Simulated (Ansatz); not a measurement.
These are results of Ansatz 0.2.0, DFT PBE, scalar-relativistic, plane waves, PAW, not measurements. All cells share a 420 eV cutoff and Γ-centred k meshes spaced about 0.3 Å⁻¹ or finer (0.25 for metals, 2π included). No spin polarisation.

A search over trial structures of Sn₂Pb gave this relaxed cell.

```cif
data_structure
_symmetry_space_group_name_H-M 'P6/mmm'
_symmetry_Int_Tables_number 191
_cell_length_a 5.5512
_cell_length_b 5.5512
_cell_length_c 3.2733
_cell_angle_alpha 90.000
_cell_angle_beta 90.000
_cell_angle_gamma 120.000
_cell_volume 87.36
loop_
_atom_site_label
_atom_site_type_symbol
_atom_site_symmetry_multiplicity
_atom_site_Wyckoff_symbol
_atom_site_fract_x
_atom_site_fract_y
_atom_site_fract_z
_atom_site_occupancy
Sn1 Sn 2 d 0.33333 0.66667 0.50000 1
Pb1 Pb 1 a 0.00000 0.00000 0.00000 1
```

Q: Is it a true minimum?

A: As far as tested, yes. The phonons on a 2×2×2 q mesh of the computed 3-atom cell show no imaginary mode. (Phonon run: 6×6×12 k mesh, Gaussian smearing of 0.10 eV.) The optical modes at Γ run from 9 to 107 cm⁻¹. Around Sn lie 5 Sn at 3.20–3.27 Å and 6 Pb at 3.60 Å; around Pb lie 2 Pb at 3.27 Å and 12 Sn at 3.60 Å.

These runs have no spin–orbit coupling, which can matter for Pb. Phonons of metals hang on the k mesh and the smearing.
